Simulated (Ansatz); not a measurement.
Relaxed CsSnI3 (cubic perovskite):

```xyz
5
Lattice="6.1304 0.0000 0.0000 0.0000 6.1304 0.0000 0.0000 0.0000 6.1304" Properties=species:S:1:pos:R:3 pbc="T T T"
Cs     0.0000     0.0000     0.0000
Sn     3.0652     3.0652     3.0652
I      0.0000     3.0652     3.0652
I      3.0652     3.0652     0.0000
I      3.0652     0.0000     3.0652
```

In each cell atom 5 (I, nearest neighbour Sn at 3.065 Å; its periodic images, 6.1 Å or more away, move with it) moves by s·(1.000, 0.000, 0.000) (along Cartesian x), the rest being held.

Computed with PBEsol (plane waves to 420 eV, PAW, scalar-relativistic; Ansatz, a program for electronic structure). k mesh 6×6×6 (Γ-centred), Fermi-Dirac smearing 0.05 eV. The energy includes the smearing's −TS. CsSnI3 was relaxed with its symmetry unable to fall. Spin-orbit coupling is left out, though I is heavy. This is a high-temperature form of CsSnI3. The zero of ΔE is the undisplaced structure.

| s (Å) | ΔE (meV/cell) |
|---|---|
| -0.920 | withheld |
| -0.736 | 108.4 |
| -0.552 | 51.3 |
| -0.368 | 18.9 |
| -0.184 | 3.9 |
| 0.000 | 0.0 |
| 0.184 | 3.9 |
| 0.368 | 18.9 |
| 0.552 | 51.3 |
| 0.736 | 108.4 |
| 0.920 | withheld |

Task: Fit an even polynomial form (powers 2, 4, 6) to the given rows and predict ΔE at s = -0.920.

Result: Least squares on the 9 given rows: ΔE = (111.6)·s² + (215.9)·s⁴ + (-97.09)·s⁶, in meV/cell with s in Å; root-mean-square residual 0.07 meV/cell. At -0.920 the fit gives 190.3 meV/cell; the calculation gives 198.6 meV/cell, so the extrapolation is off by -8.3 (-4.2 %). The quadratic term alone would give 94.5 meV/cell.

(A displaced cell: forces are minus the slopes of the energy, force constants its curvatures, and phonons follow from these.)
